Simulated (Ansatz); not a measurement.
Nuclear-site quantities of LiZn as the cell is scaled

```yaml
crystal:
  lattice:
    - [0.00000, 3.11100, 3.11100]
    - [3.11100, 0.00000, 3.11100]
    - [3.11100, 3.11100, 0.00000]
  atoms:
    - { symbol: Li, position: [0.50000, 0.50000, 0.50000] }
    - { symbol: Li, position: [0.75000, 0.75000, 0.75000] }
    - { symbol: Zn, position: [0.00000, 0.00000, 0.00000] }
    - { symbol: Zn, position: [0.25000, 0.25000, 0.25000] }
```

Atom numbers follow the list: Li1, Li2, Zn3, Zn4.

The cell comes from COD entry 1539532, which wasn't checked; take it as a given geometry. It is an old determination, and later ones may differ.

Computed with DFT, LDA, all-electron PAW with datasets made for the crystal, scalar-relativistic (Ansatz 0.2.0).

Settings: a Γ-centred 9×9×9 k mesh, Fermi–Dirac smearing of 0.08 eV, cutoff 240 eV (chosen by the program for this cell), no spin polarisation.

The contact density is the mean electron density over the nuclear volume; its changes set Mössbauer isomer shifts. Changes below are taken from the unscaled cell, where it is 91.4963 e/Å³ at Li1, 165830 e/Å³ at Zn3.

Volumes at which the program chose other datasets or cutoffs are left out.

```json
{"V/V(cell)": "0.9900", "P (GPa)": "-5.4", "Δρ(0) Li1 (e/Å³)": "0.00", "Δρ(0) Zn3 (e/Å³)": "0.07"}
{"V/V(cell)": "1.0000", "P (GPa)": "-5.7", "Δρ(0) Li1 (e/Å³)": "0.00", "Δρ(0) Zn3 (e/Å³)": "0.00"}
{"V/V(cell)": "1.0100", "P (GPa)": "-5.9", "Δρ(0) Li1 (e/Å³)": "0.00", "Δρ(0) Zn3 (e/Å³)": "?"}
{"V/V(cell)": "1.0200", "P (GPa)": "-6.2", "Δρ(0) Li1 (e/Å³)": "-0.01", "Δρ(0) Zn3 (e/Å³)": "?"}
{"V/V(cell)": "1.0400", "P (GPa)": "-6.6", "Δρ(0) Li1 (e/Å³)": "-0.02", "Δρ(0) Zn3 (e/Å³)": "-0.21"}
{"V/V(cell)": "1.0600", "P (GPa)": "-7.0", "Δρ(0) Li1 (e/Å³)": "-0.03", "Δρ(0) Zn3 (e/Å³)": "?"}
```

Q: Fill in "Δρ(0) Zn3 (e/Å³)" for the row "1.0200".

A: -0.12.

Q: Give the missing entry: row "1.0100", column "Δρ(0) Zn3 (e/Å³)".

A: -0.06.

Q: Give the missing entry: row "1.0600", column "Δρ(0) Zn3 (e/Å³)".

A: -0.27.

The datasets are made afresh for each cell, so very small changes are uncertain.
